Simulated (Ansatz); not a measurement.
In r²SCAN (plane waves, PAW; program Ansatz), AlN in the cubic phase (Pm-3n; Al on 6c, N on 6d) relaxes to a = 5.329 Å. Its formation energy from the elements is -1.49 eV/atom, with no fitted shifts.

The Kohn–Sham gap is 3.01 eV (direct). The valence maximum lies at Γ and the conduction minimum at Γ. HSE06 on the same cell gives 3.96 eV. Electrons at the band edge weigh 0.33 mₑ (isotropic).

An equation-of-state fit gives a bulk modulus of 170 GPa. The relaxed-ion elastic constants in GPa are C11 = 369, C12 = 71.2, C44 = 53.0. The elastic constants imply a Debye temperature near 784 K. Bader charges are Al +2.49, N -2.49 e.

The start of the workflow was typed in or built on a structure type; neither database checked (COD, Materials Project) lists it. It is not the phase usual at ambient conditions (space group No. 186, 216). The r²SCAN relaxation kept the symmetry of its start; whether a distortion lowers the energy is not shown. The references are the lowest solids computed at this level, not always the standard phases (solids in place of the gases).

Potentials: the later of the program's two PAW sets.
